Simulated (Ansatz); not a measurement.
## NiO (Fm-3m)

Computed with Ansatz (plane waves, PAW): PBE+U, U_eff = 7.0 eV (Dudarev form) on Ni d, fully localised double counting, collinear spin, scalar-relativistic, 420 eV, PAW set soft_2, 8×8×8 mesh, Gaussian smearing of 0.05 eV.

```
CELL_PARAMETERS angstrom
0.00000 2.09131 2.09131
2.09131 0.00000 2.09131
4.18262 4.18262 0.00000
ATOMIC_POSITIONS crystal
Ni 0.00000 0.00000 0.00000
O 0.50000 0.50000 0.25000
Ni 0.00000 0.00000 0.50000
O 0.50000 0.50000 0.75000
```

The structure is that of a cell as deposited in COD, unrelaxed. The cell shown is twice the primitive one, so that more magnetic patterns fit.

Cell and atoms stay fixed. Atoms count from 1 in the text and from 0 in parts of the program's output.

Two runs on this cell converged from different starts. The ends of their outputs, energies left out (λ are the eigenvalues of a shell's occupation matrix):

Run A:

```
Magnetization: 0.0000 μB (24.0000 up, 24.0000 down)
Absolute magnetization: 3.7644 μB (∫|ρ↑−ρ↓|, with the PAW one-centre terms)
Per-site moments (μB) at R_I (Å): [(1.73695, 0.86267), (0.00000, 0.86267), (-1.73695, 0.86267), (0.00000, 0.86267)]
Fermi energy:    15.254781 eV
--- Forces (eV/Å), atoms counted from 1 ---
  atom   1  Ni     0.00000000     0.00000000     0.00000000
  atom   2  O     -0.00006151    -0.00000923    -0.00011778
  atom   3  Ni     0.00000000     0.00000000     0.00000000
  atom   4  O      0.00006151     0.00000923     0.00011778
--- Stress (GPa, compression-positive) ---
       36.545060      -0.072010       0.164371
       -0.072026      11.166519       0.071982
        0.163479       0.071783      36.542327
  P = ⅓ Tr σ = 28.0846 GPa (280.846 kbar)
--- Löwdin populations: 4 sites ---
  site symbol       q [e]    m [muB]
     0     Ni     16.7141     1.8051
     1      O      7.1513     0.0000
     2     Ni     16.7141    -1.8051
     3      O      7.1513     0.0000
--- Occupation matrices: 2 shells (run DFT+U table (all-electron-ortho-atomic); ε = 7.80e-3) ---
  Ni0 d_3D up     Tr n = 4.9887  λ = 0.996 0.997 0.999 0.999 0.999
  Ni0 d_3D dn     Tr n = 3.1773  λ = 0.034 0.152 0.996 0.998 0.998
  Ni2 d_3D up     Tr n = 3.1773  λ = 0.034 0.152 0.996 0.998 0.998
  Ni2 d_3D dn     Tr n = 4.9887  λ = 0.996 0.997 0.999 0.999 0.999
```

Run B:

```
Magnetization: 0.0000 μB (24.0000 up, 24.0000 down)
Absolute magnetization: 3.6330 μB (∫|ρ↑−ρ↓|, with the PAW one-centre terms)
Per-site moments (μB) at R_I (Å): [(1.69005, 0.86267), (0.00000, 0.86267), (-1.69005, 0.86267), (0.00000, 0.86267)]
Fermi energy:    14.514479 eV
--- Forces (eV/Å), atoms counted from 1 ---
  atom   1  Ni     0.00000000     0.00000000     0.00000000
  atom   2  O      0.00000000     0.00000000     0.00000000
  atom   3  Ni     0.00000000     0.00000000     0.00000000
  atom   4  O      0.00000000     0.00000000     0.00000000
--- Stress (GPa, compression-positive) ---
       10.817465      -0.088499       0.088499
       -0.088499      10.817465       0.088499
        0.088499       0.088499      10.817465
  P = ⅓ Tr σ = 10.8175 GPa (108.175 kbar)
--- Löwdin populations: 4 sites ---
  site symbol       q [e]    m [muB]
     0     Ni     16.7931     1.6904
     1      O      7.0865     0.0000
     2     Ni     16.7931    -1.6904
     3      O      7.0865     0.0000
--- Occupation matrices: 2 shells (run DFT+U table (all-electron-ortho-atomic); ε = 1.03e-3) ---
  Ni0 d_3D up     Tr n = 4.9873  λ = 0.995 0.995 0.999 0.999 0.999
  Ni0 d_3D dn     Tr n = 3.2700  λ = 0.139 0.139 0.997 0.997 0.997
  Ni2 d_3D up     Tr n = 3.2700  λ = 0.139 0.139 0.997 0.997 0.997
  Ni2 d_3D dn     Tr n = 4.9873  λ = 0.995 0.995 0.999 0.999 0.999
```

Question: Which run lies higher in energy, by how much, and why?

Answer: Run A, by 476.3 meV/atom. Run A has 8 d electrons in filled orbitals, 2 of them unpaired, the high-spin filling, a gap of 1.77 eV; run B has 8 d electrons in filled orbitals, 2 of them unpaired, the high-spin filling, a gap of 3.13 eV. Run A kept 2 symmetry operations, run B 12. Flag on run A: possible saddle point. Both fill the same number of orbitals in each spin with the same magnetic order, so they differ in which orbitals are filled. With J = 0 the Hubbard energy is (U/2) Σ λ(1 − λ), a penalty on fractional natural occupations. The sums Σ λ(1 − λ) over the cell's shells are 0.52 for run B and 0.36 for run A, which at U/2 = 3.50 eV give 1.81 and 1.27 eV per cell. Of the difference of 1.91 eV per cell, the Hubbard term gives -0.55 eV and all other terms 2.45 eV, so the other terms decide the order against the Hubbard term. The other terms are taken on each state's own density, so they aren't the result of a run without U.

Every start opposed the Ni moments, so their parallel order wasn't tried.

In the lower state the fixed cell carries a pressure of 11 GPa (the cell is smaller than this level of theory would relax to); relaxing would change energies and could change the order of close states.

Run A started from: random orbitals: single harmonics, high spin, moments Ni1 2.00; Ni3 -2.00 μB, occupations held for 5 iterations. Run B started from atoms, symmetry kept, no search, moments Ni1 2.00; Ni3 -2.00 μB. At this level the cell was started in 11 ways, of which 1 didn't converge. Run B holds the lowest state found for this cell, which doesn't make it the ground state. U wasn't fitted or computed for this material, so the results show what this U gives and needn't match the real solid. A gap on the mesh alone may shrink between mesh points.
